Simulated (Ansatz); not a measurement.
Rb2WO2F4:
Space group C2/m (No. 12); a = 10.603 Å, b = 5.891 Å, c = 4.817 Å, α = 90.00°, β = 91.41°, γ = 90.00°

```
atom  site  symmetry       x       y       z
----  ----  --------  ------  ------  ------
Rb      4i         m  0.1770  0.5000  0.3064
W       2a       2/m  0.0000  0.0000  0.0000
O       4i         m  0.1471  0.0000  0.1990
F       8j         1  0.4332  0.2649  0.2317
```
(The calculation used a cell of 9 atoms; values per cell refer to that cell.)

Relaxed with r²SCAN.

Tabulate the valence density and the electron localisation function along the shortest W–O contact (1.81 Å), the program Ansatz at the r²SCAN level (PAW).



```csv
distance from W (Å),density (e/Å³),ELF
0.18,4.45,0.10
0.27,5.16,0.30
0.36,5.47,0.53
0.45,5.20,0.66
0.54,4.44,0.70
0.63,3.45,0.63
0.72,2.52,0.48
0.81,1.83,0.32
0.91,1.47,0.26
1.00,1.42,0.35
1.09,1.65,0.56
1.18,2.17,0.72
1.27,3.00,0.78
1.36,4.13,0.76
1.45,5.37,0.68
1.54,6.46,0.54
1.63,7.19,0.38
```

The density is the valence pseudo-density with augmentation charge, so density and ELF within about 1 Å of a nucleus are not all-electron values.

The workflow started from a Materials Project entry (that database holds measured and hypothetical structures alike); the Crystallography Open Database copy checked does not list it. Its standing as an ambient phase is unchecked. Symmetry was held in the r²SCAN relaxation; whether a distortion lowers the energy is not shown. The run is not spin-polarised. No Hubbard U is applied. Scalar-relativistic: spin–orbit coupling is off unless named, which matters more the heavier the elements.

Potentials: the later of the program's two PAW sets.
